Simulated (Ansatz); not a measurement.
Theory: DFT PBE, scalar-relativistic, plane waves, PAW in Ansatz 0.2.0. Settings of the last relaxation (8-atom cell): 420 eV, 8×4×4 k points, Gaussian smearing of 0.02 eV, no spin polarisation.

Formation energies are uncorrected and count from the elements' standard states at the same level.

Question: Give a relaxed trial structure of an orthorhombic semiconductor that holds Al and 2 more elements, with a gap near 1.0 eV, a formation energy near −0.41 eV/atom and a density near 4.13 g/cm³, in a cell of 8 atoms. Its symmetry should be Amm2 (No. 38).

Answer: Al3InAs4, space group Amm2 (No. 38). Al on a site of symmetry mm2 is surrounded by 4 As at 2.49–2.53 Å; Al on a site of symmetry m has 4 As at 2.46–2.53 Å; around In lie 4 As at 2.61–2.63 Å; As on a site of symmetry m has 3 Al at 2.49 Å and 1 In at 2.63 Å; 2 more sites not described.

```
Al In As
1.0
     4.12693    0.00000    0.00000
     0.00000    4.12969    5.83855
     0.00000   -4.12969    5.83855
Al In As
3 1 4
Cartesian
  0.0000 0.0000 0.0006
  2.0635 -2.0593 8.7563
  2.0635 2.0593 8.7563
  0.0000 0.0000 5.8467
  0.0000 2.1532 7.3615
  2.0635 0.0000 4.2457
  0.0000 -2.1532 7.3615
  2.0635 0.0000 10.2182
```

* Volume per atom: 24.88 Å³
* Density: 4.13 g/cm³
* Formation energy: −0.409 eV/atom
* Gap on the 8×4×4 mesh of the 8-atom cell: 0.97 eV

It was reached by relaxing an invented guess, and it needn't be the stable form of this composition. The answer needn't be unique; the calculation gave this one.

Kohn–Sham gaps at this level usually fall short of measured ones. The reference form of As is held partly by dispersion forces, which this level lacks. Symmetry constrained the relaxation, so the result can be a saddle point. Another cell of Al3InAs4 relaxed alike, in I-42m, lies 12 meV/atom lower, so this cell isn't the stable form at this level.
